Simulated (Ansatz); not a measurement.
TlBr:
```xyz
2
Lattice="3.9798 0.0000 0.0000 0.0000 3.9798 0.0000 0.0000 0.0000 3.9798" Properties=species:S:1:pos:R:3 pbc="T T T"
Tl     0.0000     0.0000     0.0000
Br     1.9899     1.9899     1.9899
```

The program Ansatz at the PBE+D3(BJ) level (PAW) gives a gap of 1.86 eV without spin–orbit coupling, maximum at X, minimum at X.

Question: What happens when spin–orbit coupling is switched on?

Answer: The gap drops by 0.62 eV, to 1.24 eV; maximum at X, minimum at R.

Question: Give the electron effective mass with spin–orbit coupling.

Answer: 0.30 mₑ (isotropic).

Question: Give the hole effective mass with spin–orbit coupling.

Answer: 0.25, 0.43, 0.43 mₑ (principal values).

Space group Pm-3m (CsCl type). Symmetry was held in the PBE+D3(BJ) relaxation; phonons on a q-mesh show no instability.

Potentials: the later of the program's two PAW sets.
